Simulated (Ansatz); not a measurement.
CuI:
```
CuI
1.0
    0.00000     3.01036     3.01036
    3.01036     0.00000     3.01036
    3.01036     3.01036     0.00000
Cu I
1 1
Direct
  0.75000   0.75000   0.75000
  0.00000   0.00000   0.00000
```

Tensor components refer to the Cartesian frame of this cell.

Give the high-frequency dielectric tensor and the Born effective charge tensors of the independent atoms from DFPT, r²SCAN (plane waves, PAW; program Ansatz).


ε∞:
```
5.71  0.00  0.00
0.00  5.71  0.00
0.00  0.00  5.71
```
Z* of atom 1 (Cu), rows: field, columns: displacement, in e:
```
1.04  0.00  0.00
0.00  1.04  0.00
0.00  0.00  1.04
```
Z* of atom 2 (I), rows: field, columns: displacement, in e:
```
-1.04   0.00   0.00
 0.00  -1.04   0.00
 0.00   0.00  -1.04
```

Static charges for comparison (Bader): Cu1 +0.38, I2 -0.38 e. Born charges measure polarisation by displacement and can exceed these by far.

Space group F-43m (zinc blende). Symmetry was held in the r²SCAN relaxation. No spin polarisation was allowed. Spin–orbit coupling is left out wherever it is not named.

Potentials: the earlier of the program's two PAW sets. The files were generated under PBE; for other functionals the program regenerates the frozen cores, and for LDA and PBEsol the local potential too.
